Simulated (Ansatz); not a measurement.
AlSi3C3N:
```xyz
8
Lattice="3.1073 0.0000 0.0000 -1.5536 2.6910 0.0000 0.0000 0.0000 10.0552" Properties=species:S:1:pos:R:3 pbc="T T T"
Al     0.0000     1.7940     9.9009
N      0.0000     1.7940     1.9901
Si     1.5536     0.8970     2.5431
C      1.5536     0.8970     4.3781
Si     0.0000     1.7940     5.0680
C      0.0000     1.7940     6.9090
Si     1.5536     0.8970     7.6033
C      1.5536     0.8970     9.4148
```

Relaxed with r²SCAN.

Question: Map the electron localisation function on the plane through (0.333, 0.667, 0.985) spanned by u = [0, 0, 1] and v = [1, -1, 0] in lattice vectors, from r²SCAN in the plane-wave PAW code Ansatz.

Answer: x is the fraction of u, y of v (the angle between them is 90°; rows are the nearest grid lines); atoms in the plane: Al at (0.00, 0.00), N at (0.21, 0.00), Si at (0.27, 0.33), C at (0.45, 0.33), Si at (0.52, 0.00), C at (0.70, 0.00), Si at (0.77, 0.33), C at (0.95, 0.33).
```
|4004899710587300121153799820057520000004|
|1003799822687300122233799830267520000001|
|0002689866886200133222699864677510011000|
|1111146777764100123422467677876310011111|
|2110013456542000012322234556665210011222|
|1110001233321000011211112234443100001111|
|1110000011110000000110000011111000000111|
|0000000000000000000000000000000000000000|
|0000000000000000000000000000000000000000|
|2210000000000000011110000000111000011222|
|5531000011111112234431000011221111234555|
|7752000112222244556652000012332224566777|
|8863100122222467677864100123432246777888|
|8874101222212688877874100124321258887888|
|8875101222112799854675100133221268986568|
|5775211211454899810175100121135369971005|
|6775211222333899830275100122233269972026|
|8874112344322799865785200246542258986578|
|9974113578743588888986212478985357888899|
|9973114789974356789986334689998545789999|
|9852136899985224689985456789999633578999|
|0002589877886200256522699865788520123200|
|0003799822787300122233799830267520010000|
|4004899710587300121153799820057520000004|
```
Scale: ten equal steps from 0.006 (start of '0') to 0.926 (end of '9'), in the order '0123456789'; x runs from 0.000 to 1.00, y from 0.000 (bottom) to 1.00 (top).

The density is the valence pseudo-density with augmentation charge, so density and ELF within about 1 Å of a nucleus are not all-electron values.

Space group P3m1. The start of the workflow was typed in or built on a structure type; neither database checked (COD, Materials Project) lists it. Whether it is the stable phase at ambient conditions was not checked. The cell was relaxed with r²SCAN under the symmetry of its start; whether a distortion lowers the energy is not shown.

Potentials: the earlier of the program's two PAW sets.
